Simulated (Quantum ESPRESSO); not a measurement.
```yaml
crystal:
  lattice:
    - [3.93078, 0.00000, 0.00000]
    - [-1.96539, 3.40416, 0.00000]
    - [0.00000, 0.00000, 6.11195]
  atoms:
    - { symbol: La, position: [0.66667, 0.33333, 0.75376] }
    - { symbol: La, position: [0.33333, 0.66667, 0.24624] }
    - { symbol: O, position: [0.66667, 0.33333, 0.35411] }
    - { symbol: O, position: [0.33333, 0.66667, 0.64589] }
    - { symbol: O, position: [0.00000, 0.00000, 0.00000] }
```
Geometry: a computed entry of the Materials Project; it was not checked against measured cells. It is La2O3 in P-3m1. Stability against distortions was not tested. The run has no spin polarisation.

With PBE (a modified build of Quantum ESPRESSO; gradients by PAW reconstruction on its ground state; JTH PAW datasets, 30 Ha):

| quantity | PBE |
|---|---|
| Vzz La (a.u.) | 1.268 |

Cores are frozen. Against all-electron runs on small test molecules, this scheme's |Vzz| missed by −2 to +6 % on O. La had no test against all-electron runs. Spin–orbit coupling is left out, a limit on La.

### Question
What does the LDA, on its own JTH datasets and the same geometry, give?

### Answer
```tsv
quantity	LDA	LDA − PBE
Vzz La (a.u.)	1.306	+0.038
```
